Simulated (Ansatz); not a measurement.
Te₂W in space group P4_2/mnm (No. 136; W on 2a, Te on 4f) at seven volumes, DFT-PBE in the program Ansatz with PAW potentials, shape and atoms relaxed at each. One row is withheld.

```
V (Å³/atom)  P (GPa)
-----------  -------
24.669          9.38
25.482             ?
26.296          2.54
27.109          0.00
27.922         -2.23
28.735         -4.15
29.549         -5.72
```

Fit the shown pressures and predict the withheld one.

P = (3/2)B₀(x^(7/2) − x^(5/2))[1 + (3/4)(B′ − 4)(x − 1)] with x = (V₀/V)^(2/3). Least squares on the six rows gives V₀ = 27.097 Å³/atom, B₀ = 80.5 GPa, B′ = 4.58. At V = 25.482, x = 1.0418 and P = 5.70 GPa. The run itself gave 5.64 GPa.

The cell is a constructed one: a structure type filled with these elements; neither database checked (COD, Materials Project) lists it. COD files the formula under space group No. 31, so this cell is another polymorph or a model. Its standing as an ambient phase is unchecked. Symmetry was held in the PBE relaxation; whether a distortion lowers the energy is not shown. The run is not spin-polarised. Scalar-relativistic: spin–orbit coupling is off unless named, which matters more the heavier the elements.

Potentials: the later of the program's two PAW sets.
